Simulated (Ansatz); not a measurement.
One crystal and one scan (generalised stacking-fault energy along a line) at two levels, PBE (plane waves to 420 eV, PAW, scalar-relativistic; Ansatz, a program for electronic structure) and r2SCAN (plane waves to 500 eV, PAW, scalar-relativistic; Ansatz), each from its own relaxed cell and on its own mesh. The cell shown is that of PBE.

HfC (rock salt) is sheared across one {100} plane: the third cell vector gains the shift, so faults repeat every 7.0 Å. The cut lies between planes 2.33 Å apart; the cell height is held.

```xyz
6
Lattice="3.2891 0.0000 0.0000 0.0000 3.2891 0.0000 1.6446 1.6446 6.9773" Properties=species:S:1:pos:R:3 pbc="T T T"
C      1.3705     1.3705     5.8144
C      1.3705     1.3705     1.1629
C      3.0150     3.0150     3.4887
Hf     3.0150     3.0150     5.8144
Hf     3.0150     3.0150     1.1629
Hf     1.3705     1.3705     3.4887
```

In-plane vectors a = (3.289, 0.000) Å, b = (0.000, 3.289) Å, area 10.82 Å². The shift is s times the vector a (length 3.289 Å), so s = 1 restores the start. The shift is rigid: no atom relaxes. γ = [E(shift) − E(0)] / area.

Energies are extrapolated to zero smearing. HfC is run without spin polarisation. HfC was relaxed with its symmetry unable to fall. Spin-orbit coupling is left out, though Hf is heavy. Faults lie only 7.0 Å apart, and holding the cell height and the atoms raises γ above its relaxed value. With partly filled bands, the k mesh leaves noise in γ, roughly 0.02 J/m² as judged from a few cases. Both scans cover s from 0.000 to 0.917.

γ (J/m²), each from zero shift of its own level:

| s | PBE | r2SCAN |
|---|---|---|
| 0.000 | 0.00 | 0.00 |
| 0.083 | 0.29 | 0.31 |
| 0.167 | 1.06 | 1.14 |
| 0.250 | 2.03 | 2.20 |
| 0.333 | 2.92 | 3.14 |
| 0.417 | 3.51 | withheld |
| 0.500 | 3.71 | 3.98 |
| 0.583 | 3.51 | withheld |
| 0.667 | 2.92 | 3.14 |
| 0.750 | 2.03 | 2.20 |
| 0.833 | 1.06 | 1.14 |
| 0.917 | 0.29 | 0.31 |

Question: Estimate the r2SCAN value at 0.583 from the PBE value there and the ratio of the two levels in the two nearest given rows on that side of the minimum.

Answer: At 0.500 and 0.667 the ratio r2SCAN/PBE averages 1.074, which gives 1.074 × 3.51 = 3.77 J/m². The calculation gives 3.77 J/m², +7.4 % against PBE.

(The slope of γ gives the shear force per area between the displaced halves; near zero shift its curvature is an elastic stiffness.)
